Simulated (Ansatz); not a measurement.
The relaxed structure here is a generated cell of Cu: the first start was made by placing the elements on the sites of a structure type, and the end was not matched to a known phase here, so it may be hypothetical. Known forms of Cu include space group No. 225.

A relaxed cell of Cu (Pm-3n (No. 223)), relaxed on a k-mesh at least as fine as the one used below. Calculation: r2SCAN (plane waves to 500 eV, PAW, scalar-relativistic; Ansatz, a program for electronic structure). Γ-centred k-mesh 7×7×7 on the run's cell (coarser than for final values), Fermi–Dirac smearing 0.05 eV.

```xyz
8
Lattice="4.5445 0.0000 0.0000 0.0000 4.5445 0.0000 0.0000 0.0000 4.5445" Properties=species:S:1:pos:R:3 pbc="T T T"
Cu     1.1361     0.0000     2.2722
Cu     3.4084     0.0000     2.2722
Cu     0.0000     2.2722     1.1361
Cu     0.0000     2.2722     3.4084
Cu     2.2722     1.1361     0.0000
Cu     2.2722     3.4084     0.0000
Cu     0.0000     0.0000     0.0000
Cu     2.2722     2.2722     2.2722
```

The atoms are displaced by (Å):

```json
[
 {"atom": "Cu1", "ux": "0.001", "uy": "-0.060", "uz": "-0.110"},
 {"atom": "Cu2", "ux": "0.185", "uy": "0.028", "uz": "0.057"},
 {"atom": "Cu3", "ux": "0.080", "uy": "-0.010", "uz": "-0.070"},
 {"atom": "Cu4", "ux": "-0.114", "uy": "0.002", "uz": "0.171"},
 {"atom": "Cu5", "ux": "-0.082", "uy": "-0.031", "uz": "0.137"},
 {"atom": "Cu6", "ux": "0.088", "uy": "-0.050", "uz": "0.018"},
 {"atom": "Cu7", "ux": "-0.060", "uy": "-0.027", "uz": "-0.124"},
 {"atom": "Cu8", "ux": "0.100", "uy": "-0.034", "uz": "-0.070"}
]
```

**Question.** What forces (eV/Å) and pressure result?

**Answer.** 
```json
[
 {"atom": "Cu1", "Fx": "2.55", "Fy": "-0.09", "Fz": "-0.03"},
 {"atom": "Cu2", "Fx": "-3.08", "Fy": "-0.04", "Fz": "-0.73"},
 {"atom": "Cu3", "Fx": "0.31", "Fy": "-0.06", "Fz": "3.70"},
 {"atom": "Cu4", "Fx": "0.19", "Fy": "-0.21", "Fz": "-3.99"},
 {"atom": "Cu5", "Fx": "0.10", "Fy": "-0.42", "Fz": "-0.74"},
 {"atom": "Cu6", "Fx": "-0.47", "Fy": "0.35", "Fz": "-0.31"},
 {"atom": "Cu7", "Fx": "0.77", "Fy": "0.27", "Fz": "1.21"},
 {"atom": "Cu8", "Fx": "-0.36", "Fy": "0.20", "Fz": "0.90"}
]
```

Pressure +5.5 GPa.

**Question.** Estimate the energy cost of the displacement in the harmonic approximation and compare with the calculation.

**Answer.** For a harmonic well ΔE = −½ Σ F·u = 1.005 eV a cell, or 126 meV/atom. The calculated energy relative to the undisplaced cell is +0.12 eV/atom, so the harmonic estimate holds well.

No spin polarisation in the result.

The run that gave the undisplaced cell could not lose the symmetry of its start; a randomly shaken copy of 8 atoms returns to this structure.
